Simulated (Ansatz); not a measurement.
AlInN2:
```xyz
4
Lattice="3.3361 0.0000 0.0000 -1.6681 2.8892 0.0000 0.0000 0.0000 5.4998" Properties=species:S:1:pos:R:3 pbc="T T T"
In     0.0000     1.9261     0.0388
N      0.0000     1.9261     2.2412
Al     1.6681     0.9631     2.7895
N      1.6681     0.9631     4.6652
```

Relaxed with PBE. Special points in fractions of this cell's reciprocal vectors: Γ (0.000, 0.000, 0.000); M (0.500, 0.000, 0.000); K (0.333, 0.333, 0.000); A (0.000, 0.000, 0.500); L (0.500, 0.000, 0.500); H (0.333, 0.333, 0.500).

Task: List the band energies nearest the valence-band maximum at these points for DFT-PBE in the program Ansatz with PAW potentials.

Result: In eV from the valence-band maximum; about four levels below and three above (degenerate sets whole), none deeper than 8.9 eV; points with the same levels are listed once.

| k | below | above |
|---|---|---|
| Γ | -1.44 -1.44 -0.65 0.00 0.00 | 0.89 4.30 7.53 |
| M | -3.68 -2.48 -2.21 -0.83 | 4.27 4.85 5.06 |
| K | -4.34 -2.74 -2.67 -2.32 | 4.30 6.25 6.29 |
| A | -1.31 -1.31 -0.14 -0.14 | 3.18 3.78 7.03 |
| L | -2.27 -2.08 -1.44 -1.35 | 3.41 3.96 6.58 |
| H | -3.89 -3.42 -1.77 -1.07 | 5.16 5.37 5.56 |

Space group P3m1. The start of the workflow was typed in or built on a structure type; neither database checked (COD, Materials Project) lists it. Its standing as an ambient phase is unchecked. Symmetry was held in the PBE relaxation; its stability against distortions is not shown here. Spin–orbit coupling is left out wherever it is not named.

Potentials: the earlier of the program's two PAW sets.
